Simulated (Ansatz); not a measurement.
BeS (zinc blende, F-43m), PBEsol in the plane-wave PAW code Ansatz. The conduction-band minimum lies at X, with 3 equivalent valleys. Second derivatives d²E/dk² of the lowest band at one valley (eV·Å²), along Cartesian directions:

```csv
direction,d²E/dk²
[100],9.548
[010],27.21
[001],27.21
[110],18.38
[101],18.38
[011],27.19
```

Find the principal effective masses, the density-of-states mass and the conductivity mass.

Off-diagonal terms follow from H_xy = H[110] − (H_xx + H_yy)/2, and m*/mₑ = 7.620 eV·Å² over each eigenvalue: 0.28, 0.28, 0.80. One valley's DOS mass (m₁m₂m₃)^(1/3) = 0.40, conductivity mass 3/(Σ 1/mᵢ) = 0.36 mₑ.

What effective density of states Nc follows at 300 K for parabolic valleys?

Nc = 2.509e19 × 3 × (0.40)^(3/2) ≈ 1.9e19 cm⁻³.

Symmetry was held in the PBEsol relaxation.

Potentials: the earlier of the program's two PAW sets. The files were generated under PBE; for other functionals the program regenerates the frozen cores, and for LDA and PBEsol the local potential too.

Edges and masses are those of Kohn–Sham bands, whose gap is no quasiparticle gap.
